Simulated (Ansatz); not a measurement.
SrSnP in space group P4/nmm (No. 129; Sr on 2c, Sn on 2c, P on 2c), r²SCAN in the plane-wave PAW code Ansatz, all energies at zero smearing, with the estimated change up to a 700 eV cutoff added, with one set of potentials and settings (totals compare only within such a set). Cell of 6 atoms (2 Sr, 2 Sn, 2 P): -20711.108 eV.

```tsv
element	reference phase	E (eV/atom)
Sr	P6_3/mmc, 2 atoms in the cell	-3555.1144
Sn	Fd-3m, 2 atoms in the cell	-6038.6401
P	Cmce, 4 atoms in the cell	-759.1646
```

Formation energy per atom, worked out: (-20711.108 − 2×(-3555.1144) − 2×(-6038.6401) − 2×(-759.1646))/6 = -0.878 eV/atom (-85 kJ per mol of atoms), at 0 K, without zero-point energy or fitted corrections.

The workflow started from a Materials Project entry (that database holds measured and hypothetical structures alike); the Crystallography Open Database copy checked does not list it. Its standing as an ambient phase is unchecked. The r²SCAN relaxation kept the symmetry of its start; its stability against distortions is not shown here. The references are the lowest solids computed at this level, not always the standard phases. Spin–orbit coupling is left out wherever it is not named.

Potentials: the later of the program's two PAW sets.
